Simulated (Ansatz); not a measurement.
Relaxed-ion elastic tensor of TiO2 (anatase, space group No. 141) in GPa (Voigt order), PBEsol (plane waves, PAW; program Ansatz); density 3.91 g/cm³, 11.31 Å³ per atom.

```
 356   156   150   0.0   0.0   0.0
 156   356   150   0.0   0.0   0.0
 150   150   194   0.0   0.0   0.0
 0.0   0.0   0.0  46.9   0.0   0.0
 0.0   0.0   0.0   0.0  46.9   0.0
 0.0   0.0   0.0   0.0   0.0  60.6
```

Problem. Is the crystal mechanically stable?

Solution. Yes: the smallest eigenvalue of C is 46.9 GPa.

Problem. Work out the Voigt, Reuss and Hill averages.

Solution. K_V = 202, K_R = 181, K_H = 192; G_V = 60.9, G_R = 54.7, G_H = 57.8 GPa.

Problem. Give Young's modulus, Poisson's ratio, Pugh's ratio and the universal anisotropy index.

Solution. E = 9KG/(3K + G) = 158 GPa; ν = 0.36; K/G = 3.31 (ductile by the Pugh limit of 1.75); A_U = 5G_V/G_R + K_V/K_R − 6 = 0.68.

Problem. Estimate the sound speeds and the Debye temperature.

Solution. v_l = √((K + 4G/3)/ρ) = 8290 m/s, v_t = √(G/ρ) = 3850 m/s, mean 4330 m/s; Θ = (h/k)(3n/4πV)^(1/3) v_m = 575 K.

Problem. Solve the Christoffel equation for the three sound speeds along x, y, z.

Solution. Eigenvalues of C_ijkl n_j n_l equal ρv². In km/s, slowest first: x 3.46, 3.94, 9.55; y 3.46, 3.94, 9.55; z 3.46, 3.46, 7.05.

Problem. How much does each axis shrink under pressure?

Solution. Linear compressibilities β_i = Σ_j S_ij (j = 1 to 3): x 0.81, y 0.81, z 3.9 per TPa.

Space group I4_1/amd (anatase). Symmetry was held in the PBEsol relaxation. No spin polarisation was allowed.

Potentials: the later of the program's two PAW sets.
